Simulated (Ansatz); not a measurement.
# Structures of TaRu: which is lowest?

Plane-wave DFT in Ansatz with scalar-relativistic PAW potentials, cutoff 500 eV, Γ-centred meshes chosen by cell and gap, Gaussian smearing with energies taken to zero width. Every cell was relaxed (cell and atoms) in a run of its own, within the symmetry of its start. Functional: r2SCAN.

Relaxed structures (starts from databases or built by putting these elements on another compound's sites):
A. P4/mmm, 2 atoms in the computed cell, a = 3.047 Å, c = 3.386 Å; sites (symmetry × multiplicity) Ta 4/mmm × 1, Ru 4/mmm × 1; start: database
B. P-6m2, 2 atoms in the computed cell, a = 3.727 Å, c = 3.010 Å; sites (symmetry × multiplicity) Ta -6m2 × 1, Ru -6m2 × 1; start: built
C. Pm-3m, 2 atoms in the computed cell, a = 3.154 Å; sites (symmetry × multiplicity) Ta m-3m × 1, Ru m-3m × 1; start: database

Task: Rank them by energy. Could pressure change the order?

Result:
```tsv
structure	group	E − E(lowest) (meV/atom)	V (Å³/atom)	gap on mesh (eV)
A	P4/mmm	0.0	15.72	0.00
C	Pm-3m	39	15.69	0.00
B	P-6m2	457	18.11	0.00
```

A is lowest, 39 meV/atom under C. The two lowest differ in volume by under 3 %, too little for a first-order estimate of what pressure does to that pair (other pairs aren't weighed here); with rigid cells even 3 % in favour of the higher one would need about 13 GPa. Other structures may lie lower than all of these, and vibrations aren't counted.

Spin-orbit coupling is left out, which matters for the bands of heavy elements.